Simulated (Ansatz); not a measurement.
Cu Kα1 powder pattern (kinematic, no thermal factors).
```json
{"2θ (°)": "24.58", "relative intensity": "5"}
{"2θ (°)": "27.77", "relative intensity": "100"}
{"2θ (°)": "32.02", "relative intensity": "2"}
{"2θ (°)": "32.17", "relative intensity": "2"}
{"2θ (°)": "32.83", "relative intensity": "2"}
{"2θ (°)": "41.58", "relative intensity": "4"}
{"2θ (°)": "46.13", "relative intensity": "24"}
{"2θ (°)": "46.16", "relative intensity": "44"}
{"2θ (°)": "48.45", "relative intensity": "2"}
{"2θ (°)": "52.96", "relative intensity": "1"}
{"2θ (°)": "54.71", "relative intensity": "28"}
{"2θ (°)": "54.75", "relative intensity": "12"}
{"2θ (°)": "67.30", "relative intensity": "7"}
{"2θ (°)": "67.38", "relative intensity": "3"}
{"2θ (°)": "69.13", "relative intensity": "2"}
{"2θ (°)": "74.29", "relative intensity": "5"}
{"2θ (°)": "74.33", "relative intensity": "9"}
{"2θ (°)": "78.78", "relative intensity": "1"}
{"2θ (°)": "82.30", "relative intensity": "1"}
{"2θ (°)": "85.49", "relative intensity": "14"}
{"2θ (°)": "85.55", "relative intensity": "6"}
```

The pattern is computed from a structure relaxed with Ansatz, DFT PBE, scalar-relativistic, plane waves, PAW. No spin polarisation. Its elements are S, Se, Zn.

Give the structure.

Zn$_{5}$Se$_{2}$S$_{3}$.
Space group I-4m2 (No. 119). a = 3.932 Å, b = 3.932 Å, c = 27.775 Å, α = 90.00°, β = 90.00°, γ = 90.00°
```csv
atom,site,symmetry,x,y,z
Zn,2a,-4m2,0.0000,0.0000,0.0000
Zn,4e,2mm.,0.5000,0.5000,0.1065
Zn,4e,2mm.,0.0000,0.0000,0.2022
Se,4f,2mm.,0.0000,0.5000,0.0532
S,4f,2mm.,0.5000,0.0000,0.1544
S,2c,-4m2,0.0000,0.5000,0.2500
```

A pattern alone doesn't exclude other cells with like lines; this is the one computed.

It was reached by relaxing an invented guess, and it needn't be the stable form of this composition.
